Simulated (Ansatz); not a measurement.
## Property card for NbPd

NbPd:
```xyz
2
Lattice="1.4063 0.8119 4.6483 -1.4063 0.8119 4.6483 0.0000 -1.6238 4.6483" Properties=species:S:1:pos:R:3 pbc="T T T"
Nb     0.0000     0.0000     0.0000
Pd     0.0000     0.0000     6.9725
```

Space group R-3m (No. 166); conventional cell a = b = 2.8126 Å, c = 13.9450 Å, α = β = 90.00°, γ = 120.00°.

Method: plane-wave PAW PBEsol (Ansatz code). Structure relaxed to zero pressure with the same functional. Other levels are named where they apply.

**Cell and energy**

- Volume per atom: 15.92 Å³
- Density: 10.39 g/cm³
- Formation energy from the elements (no fitted shifts): -14 kJ/mol-atom

**Electronic structure**

Electronic character: metallic (no gap)
Density of states at the Fermi level: 0.82 states/eV per atom (mean over ±0.08 eV)
Gap with spin–orbit coupling: none (metallic)

**Mechanics**

- Bulk modulus (Birch–Murnaghan fit): 199 GPa
- Pressure derivative B′: 4.5
- Elastic constants (relaxed ions, GPa): C11 = 270, C12 = 191, C13 = 120, C14 = -28.2, C33 = 390, C44 = 63.3
- Mechanical stability: stable (all eigenvalues of C positive)
- Hill bulk and shear moduli: 199 and 52.7 GPa
- Young's modulus: 145 GPa
- Poisson's ratio: 0.38
- Debye temperature from the elastic constants: 301 K

**Phonons**

* **Highest zone-centre frequency**: 188 cm⁻¹
* **Zone-centre stability**: no imaginary mode at Γ

The first step of the workflow began from a Materials Project structure, measured or hypothetical; the Crystallography Open Database copy checked does not list it. With Nb and Pd taken as one species the cell has the higher symmetry Fm-3m, so it may be an ordered model of a mixed-site phase. Whether it is the stable phase at ambient conditions was not checked. Symmetry was held in the PBEsol relaxation. No spin polarisation was allowed. As this level gives no gap, shear constants depend on the k-mesh and smearing (Fermi–Dirac, 0.1 eV here). As this level gives no gap, phonon frequencies hold no LO–TO term and depend on the k-mesh and smearing (Fermi–Dirac, 0.1 eV here). Axis ratios of metals converge slowly with the k-mesh, so a and c are less sure than the volume. On the denser mesh and wider smearing of the elastic run this cell carries a stress of 0.3 GPa. The references are the lowest solids computed at this level, not always the standard phases. Spin–orbit coupling is left out wherever it is not named.

Potentials: the later of the program's two PAW sets.
